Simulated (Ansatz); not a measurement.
Values for one crystal, relaxed and computed with r²SCAN in the plane-wave PAW code Ansatz; other levels are named.

* **Volume per atom**: 15.36 Å³
* **Electronic character**: metallic (no gap)
* **Formation energy from the elements (no fitted shifts)**: -1.34 eV/atom
* **Density of states at the Fermi level**: 0.43 states/eV per atom (mean over ±0.08 eV)

Problem. Which compound is it?
(A) Hf2S, P6_3/mmc (Hf on 4f, S on 2b)
(B) W2N3, Cm (Pearson symbol mS20)
(C) Hf3Si2, P4/mbm (Hf on 4h, Hf on 2a, Si on 4g)
(D) Hf2N, anti-rutile

Solution. D, Hf2N, anti-rutile

Space group P4_2/mnm (anti-rutile). The first step of the workflow began from a Materials Project structure, measured or hypothetical; the Crystallography Open Database copy checked does not list it. Whether it is the stable phase at ambient conditions was not checked. Symmetry was held in the r²SCAN relaxation; whether a distortion lowers the energy is not shown. No spin polarisation was allowed. The references are the lowest solids computed at this level, not always the standard phases (solids in place of the gases). Spin–orbit coupling is left out wherever it is not named.

Potentials: the earlier of the program's two PAW sets.
